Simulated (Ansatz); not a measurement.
# Perturbing Cs₃CdBr₅

Base: a computed structure from the Materials Project (it need not be an observed phase), ions relaxed with PBE at fixed cell.

```
Cs Cd Br
1.0
    -4.82907    4.82907    7.98558
     4.82907   -4.82907    7.98558
     4.82907    4.82907   -7.98558
Cs Cd Br
6 2 10
Cartesian
  6.3473 1.5182 0.0000
  -1.5182 3.3109 7.9856
  3.3109 1.5182 7.9856
  1.5182 3.3109 0.0000
  0.0000 0.0000 11.9784
  0.0000 0.0000 3.9928
  4.8291 0.0000 3.9928
  0.0000 4.8291 3.9928
  1.4628 6.2919 2.4029
  3.3663 -1.4628 10.3885
  3.3663 1.4628 2.4029
  1.4628 3.3663 10.3885
  3.3663 -1.4628 5.5827
  1.4628 6.2919 -2.4029
  1.4628 3.3663 5.5827
  3.3663 1.4628 -2.4029
  0.0000 0.0000 0.0000
  0.0000 0.0000 7.9856
```

Atom numbers follow the list; atoms alike are taken as one site, whose name carries the number of the first.

Level of theory: DFT, PBE, plane waves and PAW, scalar-relativistic, 420 eV cutoff, Γ-centred 4×4×4 k-points, Fermi–Dirac smearing 0.02 eV (Ansatz 0.2.0).

Gradients in 10²¹ V/m²:

| site | atoms | V_zz base | η base | V_zz variant | η variant |
| --- | --- | --- | --- | --- | --- |
| Cs1 | 1, 2 | -6.07 | 0.14 | -6.86 | 0.06 |
| Cs3 | 3, 4 | -6.07 | 0.14 | -5.30 | 0.40 |
| Cs5 | 5, 6 | -2.18 | 0.00 | -2.15 | 0.22 |
| Cd | 7, 8 | -1.90 | 0.00 | -1.86 | 0.03 |
| Br9 | 9, 10, 13, 14 | 23.4 | 0.00 | 23.5 | 0.03 |
| Br11 | 11, 12, 15, 16 | 23.4 | 0.00 | 23.2 | 0.03 |
| Br17 | 17, 18 | 0.56 | 0.00 | -0.68 | 0.75 |

Question: Which change was made?
A. volume scaled by 1.06, ions relaxed
B. xy engineering shear strain of +4 %, ions relaxed
C. volume scaled by 0.95, ions relaxed
D. atom 18 (Br) moved by 0.15 Å along (-0.011, 0.082, 0.125) Å

Answer: B. It leaves 7 symmetry-distinct sites where the base has 5, which no other option does. The largest change of V_zz along a kept axis is on Cs1, from -6.07 to -6.86. In per cent, |V_zz| changes by -13 to +13 on Cs, -2 on Cd, -1 to 0 on Br (all sites that start above 0.5, bar those whose gradient vanishes or changes sign or whose main axis turns by over 40°). Where |V_zz| stays above 0.1 and the axes keep their order, η moves most on Cs3, from 0.14 to 0.40. On Br17 the largest principal value lies along another axis in the second run, so the two V_zz can't be compared directly.

Without spin–orbit coupling (the program notes it for Cd and Cs) the gradients are little affected as a rule: paired runs on crystals with a gap mostly move them by under 2 % at such atoms.
